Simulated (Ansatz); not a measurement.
NaMgF3:
```
CELL_PARAMETERS angstrom
      3.88691     0.00000     0.00000
      0.00000     3.88691     0.00000
      0.00000     0.00000     3.88691
ATOMIC_POSITIONS crystal
  Na 0.00000 0.00000 0.00000
  Mg 0.50000 0.50000 0.50000
  F  0.50000 0.50000 0.00000
  F  0.00000 0.50000 0.50000
  F  0.50000 0.00000 0.50000
```

Relaxed with r²SCAN. DFT-r²SCAN in the program Ansatz with PAW potentials gives a gap of 7.07 eV.

Problem. What gap does HSE06 give on the same cell (Ansatz, PAW)?

Solution. 8.36 eV, 1.29 eV more. The hybrid was solved on a coarser mesh and at special points; the gap given is the minimum over both.

| k | v1 r²SCAN | c1 r²SCAN | v1 HSE06 | c1 HSE06 |
|---|---|---|---|---|
| Γ | -0.45 | 7.07 | -0.45 | 8.36 |
| R | 0.00 | 11.64 | [?] | [?] |
| M | -0.01 | 11.84 | [?] | [?] |
| X | -0.54 | 10.11 | [?] | [?] |

Problem. Top valence (v1) and lowest conduction level (c1) in eV from each method's valence maximum (which need not be a listed point): supply the withheld HSE06 values.

Solution. 
- M, v1 HSE06: -0.01
- M, c1 HSE06: 13.10
- X, v1 HSE06: -0.56
- X, c1 HSE06: 11.42
- R, v1 HSE06: 0.00
- R, c1 HSE06: 12.78

Cost on shared cores: the r²SCAN run (SCF on a 7×7×7 mesh, then bands and DOS) roughly 30 core-seconds, the HSE06 run (SCF on 4×4×4, then a few points) roughly 50 core-seconds; the tasks are unlike.

Space group Pm-3m (cubic perovskite). The first step of the workflow began from a Materials Project structure, measured or hypothetical; the Crystallography Open Database copy checked does not list it. COD files the formula under space group No. 62. Whether it is the stable phase at ambient conditions was not checked. Symmetry was held in the r²SCAN relaxation; its stability against distortions is not shown here.

Potentials: the later of the program's two PAW sets.
